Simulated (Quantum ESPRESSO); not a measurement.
# Al3ZnAs3S: a curve over one atom's position

Computed values, not a measurement. The program is pw.x of Quantum ESPRESSO 7.5 (plane-wave density functional theory). The cell is made up: 8 atoms on a zincblende/diamond lattice, with randomly drawn elements, strain and displacements, not relaxed. PseudoDojo standard norm-conserving files (v0.5 for PBE, v0.4.1 for LDA and PBEsol) set the functional; there is no spin polarisation, spin-orbit coupling or dispersion term, and the masses in the input are unused placeholders.

Seven runs move atom 6 (As, counted in the order of the input) along z and keep all else fixed.

Input of the run at +0.0397:

```
&control calculation='scf', pseudo_dir='./dojo.nc.sr.pbe.v0_5.standard.upf', outdir='./o', disk_io='low', tprnfor=.true., tstress=.true. /
&system ibrav=0, nat=8, ntyp=4, nbnd=46, ecutwfc=84.00895049, nosym=.true., tot_charge=0,
 occupations='smearing', smearing='fd', degauss=0.0018374661
/
&electrons conv_thr=7.350e-09, electron_maxstep=60, /
ATOMIC_SPECIES
Al 1.0 Al.upf
As 1.0 As.upf
S 1.0 S.upf
Zn 1.0 Zn.upf
CELL_PARAMETERS angstrom
5.9012 -0.0931 -0.0177
-0.0931 6.0873 -0.0325
-0.0177 -0.0325 5.9338
ATOMIC_POSITIONS angstrom
Al 0.0244 -0.0187 -0.0497
Al -0.1359 3.0407 2.9667
Al 2.9327 -0.0074 2.939
Zn 2.9459 2.9051 -0.024
As 1.4861 1.4819 1.5169
As 1.464 4.5281 4.4592
As 4.38 1.4005 4.4263
S 4.479 4.3979 1.4411
K_POINTS automatic
4 4 4 1 1 1
```

| shift of atom 6 along z (Å) | free energy less that of the input shown (eV) | Fx on atom 6 (eV/Å) | Fy on atom 6 (eV/Å) | Fz on atom 6 (eV/Å) | pressure (GPa) | next band up at Gamma (eV) | iterations |
| --- | --- | --- | --- | --- | --- | --- | --- |
| -0.1201 | 0.0339 | -0.347 | -0.291 | 0.716 | -7.12 | 0.422 | 11 |
| -0.1070 | 0.0251 | -0.340 | -0.285 | 0.634 | -7.14 | 0.422 | 11 |
| -0.0598 | 0.0022 | -0.313 | -0.268 | 0.336 | -7.19 | 0.413 | 11 |
| -0.0433 | -0.0025 | -0.304 | -0.263 | 0.232 | -7.21 | 0.408 | 11 |
| +0.0397 | 0.0000 | -0.254 | -0.245 | -0.291 | -7.26 | 0.377 | 11 |
| +0.0878 | 0.0212 | -0.222 | -0.239 | -0.591 | -7.26 | 0.355 | 11 |
| +0.1332 | 0.0544 | -0.190 | -0.236 | -0.869 | -7.25 | 0.332 | 11 |

A cubic fit gives dFz/dz = -6.31 eV/Å² at zero shift. Across the table the free energy follows the integral of the force to within 0.1 meV. A rerun of one of the cells at 1437 eV and a 6 x 6 x 6 mesh moved values by no more than 0.007 eV in energy, 0.02 GPa in stress and 0.003 eV/Å in force. The band column is the level of band 41 at Gamma less that of band 40, whose number is half the electron count, rounded up; it comes from a band step after each run.